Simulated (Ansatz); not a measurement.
## Sr3V2Cl2O5 single point

The input, for Ansatz 0.2.0 (plane waves, PAW):

```yaml
crystal:
  lattice:
    - [0.0, 3.87337779, 0.0]
    - [3.87337779, 0.0, 0.0]
    - [1.93668939, 1.93668939, -12.25270093]
  atoms:
    - { symbol: V, position: [0.92295, 0.92295, 0.1541] }
    - { symbol: V, position: [0.07705, 0.07705, 0.8459] }
    - { symbol: O, position: [0.0, 0.0, 0.0] }
    - { symbol: O, position: [0.41182, 0.91182, 0.17636] }
    - { symbol: O, position: [0.91182, 0.41182, 0.17636] }
    - { symbol: O, position: [0.58818, 0.08818, 0.82364] }
    - { symbol: O, position: [0.08818, 0.58818, 0.82364] }
    - { symbol: Cl, position: [0.79525, 0.79525, 0.4095] }
    - { symbol: Cl, position: [0.20475, 0.20475, 0.5905] }
    - { symbol: Sr, position: [0.5, 0.5, 0.0] }
    - { symbol: Sr, position: [0.34453, 0.34453, 0.31094] }
    - { symbol: Sr, position: [0.65547, 0.65547, 0.68906] }
  symmetry: { tolerance: 0.0003 }
kpoints:
  mp_grid: { grid: [8, 8, 8], shift: [0, 0, 0] }
  band_path:
    path:
      - [0.0, 0.0, 0.0]
      - [0.5, 0.5, 0.5]
      - [0.5, 0.5, 0.25]
      - [0.0, 0.5, 0.0]
      - [0.0, 0.0, 0.0]
      - [0.0, 0.0, -0.5]
      - [0.0, 0.48750817, -0.25624591]
      - [0.0, 0.51249183, 0.25624591]
      - [0.0, 0.0, 0.0]
      - [0.5, 0.5, 0.5]
      - [0.48750817, 0.51249183, 0.5]
    npoints: 6
magnetization:
  spin_polarized: false
scf:
  occupations: { method: fermi_dirac }
  lower_state_search: "off"
  max_iter: 200
hamiltonian:
  pseudopotentials: { kind: paw }
  xc: r2scan
basis:
  ecutwfc: 500
  fft_grid_basis: typed
output:
  forces: true
  stress: true
  eigenvalues: true
  bader: true
  populations: true
  elf: true
  write_potential: true
  volumetric_format: npy
  dos:
    e_range: [-12, 8]
    de: 0.05
    projected: { site_lists: { Cl: [Cl], O: [O], Sr: [Sr], V: [V] } }
checkpoint:
  read: saved_state
```

The saved state is an earlier solution for the same cell, perhaps on another mesh. 

Parts of the output:

```
Warning: crystal.lattice misses the space group found at crystal.symmetry.tolerance 3.0e-4 in a digit that the deck types, which is why this is a warning: making the lattice exact moves one of its numbers by a whole unit of that number's last typed decimal, or more. The operation that it misses by the most changes a squared length by the fraction 1.14e-7.
Pseudopotentials: kind: paw
Pseudopotential: V, paw, valence charge 13, recommended cutoff 500 eV (meta_gga), V.paw.azcp
Pseudopotential: O, paw, valence charge 6, recommended cutoff 500 eV (meta_gga), O.paw.azcp
Pseudopotential: Cl, paw, valence charge 7, recommended cutoff 500 eV (meta_gga), Cl.paw.azcp
Pseudopotential: Sr, paw, valence charge 10, recommended cutoff 500 eV (meta_gga), Sr.paw.azcp
Functional definition: r2SCAN
  exchange = r2scan_x(k0 = k0, k1 = k1, a1 = a1)
  correlation = r2scan_c
Crystal: 12 atoms, lattice volume = 183.828 Å³
Basis set: ecut = 500 eV, 4561 PW (Γ), exchange–correlation on 120×120×384 points (64 copies of the dense FFT grid, shifted against one another)
Bands: 62, of which v1, the nominal top of the filled ones, is band 50 counted from 1 (49 counted from 0)
Symmetry: 16 space group operations
Space group: I4/mmm (ITA 139), of the structure as read, at distance tolerance 1.7e-3 Å
k-points: 59 of 512
Initial density: read from a saved state, or passed on in memory by an earlier SCF of this step, an earlier step, the calling program or the single point that the run made first
Functional: x = r2scan, c = r2scan; τ floored in thin density (d = 2e-4 eV/Å³)
SCF iter   1: F=-21529.6903 eV  Δρ=3.77e-3  dr2=9.72e-3  dr2_τ=1.43e-2
SCF iter   2: F=-21529.6931 eV  Δρ=1.80e-3  dr2=2.60e-3  dr2_τ=4.15e-4
SCF iter   3: F=-21529.6936 eV  Δρ=5.49e-4  dr2=6.27e-4  dr2_τ=6.46e-5
SCF iter   4: F=-21529.6938 eV  Δρ=2.21e-4  dr2=2.13e-4  dr2_τ=5.59e-6
SCF iter   5: F=-21529.6939 eV  Δρ=6.75e-5  dr2=9.86e-5  dr2_τ=6.46e-7
SCF iter   6: F=-21529.6939 eV  Δρ=6.11e-5  dr2=5.90e-5  dr2_τ=5.44e-7
SCF iter   7: F=-21529.6940 eV  Δρ=4.29e-5  dr2=1.86e-5  dr2_τ=3.24e-7
SCF iter   8: F=-21529.6940 eV  Δρ=4.34e-5  dr2=6.38e-6  dr2_τ=3.63e-7
SCF iter   9: F=-21529.6940 eV  Δρ=2.19e-5  dr2=1.08e-6  dr2_τ=8.76e-8
SCF iter  10: F=-21529.6940 eV  Δρ=6.50e-6  dr2=1.28e-7  dr2_τ=6.98e-9
SCF iter  11: F=-21529.6940 eV  Δρ=2.16e-6  dr2=1.23e-8  dr2_τ=4.78e-10
Free energy (F): -21529.6940 eV
Harris-Foulkes:  -21529.6940 eV  (|F-HF|=2.19e-9)
Internal energy: -21529.4808 eV  (E = F + TS)
E sigma→0 (E₀):  -21529.5874 eV
Entropy (-TS):   -0.2132 eV (-17.768 meV/atom)
Fermi energy:    11.7551 eV
--- Forces (eV/Å), atoms counted from 1 ---
  atom   1  V      0.0000     0.0000     0.0501
  atom   2  V      0.0000     0.0000    -0.0501
  atom   3  O      0.0000     0.0000     0.0000
  atom   4  O      0.0000     0.0000     0.2834
  atom   5  O      0.0000     0.0000     0.2834
  atom   6  O      0.0000     0.0000    -0.2834
  atom   7  O      0.0000     0.0000    -0.2834
  atom   8  Cl     0.0000     0.0000     0.1822
  atom   9  Cl     0.0000     0.0000    -0.1822
  atom  10  Sr     0.0000     0.0000     0.0000
  atom  11  Sr     0.0000     0.0000     0.2857
  atom  12  Sr     0.0000     0.0000    -0.2857
--- Stress (GPa, compression-positive) ---
        2.2459       0.0000       0.0000
        0.0000       2.2459       0.0000
        0.0000       0.0000      -5.2999
  P = ⅓ Tr σ = -0.2694 GPa (-2.694 kbar)
--- Löwdin populations: 12 sites ---
  site symbol       q [e]
     0      V     11.9625
     1      V     11.9625
     2      O      6.8816
     3      O      7.0089
     4      O      7.0089
     5      O      7.0089
     6      O      7.0089
     7     Cl      7.6813
     8     Cl      7.6813
     9     Sr      8.2427
    10     Sr      8.3050
    11     Sr      8.3050
  spilling = 0.0094 (of n_electrons = 100.0000)
--- Bader charges: 12 sites ---
  site symbol  charge [e]  shift [e]
     0      V      1.8279     0.0017
     1      V      1.8279     0.0017
     2      O     -1.3146     0.0013
     3      O     -1.3667     0.0005
     4      O     -1.3668     0.0005
     5      O     -1.3667     0.0005
     6      O     -1.3667     0.0005
     7     Cl     -0.8218     0.0000
     8     Cl     -0.8218     0.0000
     9     Sr      1.6115     0.0000
    10     Sr      1.5790     0.0001
    11     Sr      1.5790     0.0001
```

Origin: a known structure type with other elements, at an estimated volume, so it need not be a known compound. Caveats: no spin polarisation, so a magnetic state may lie lower.
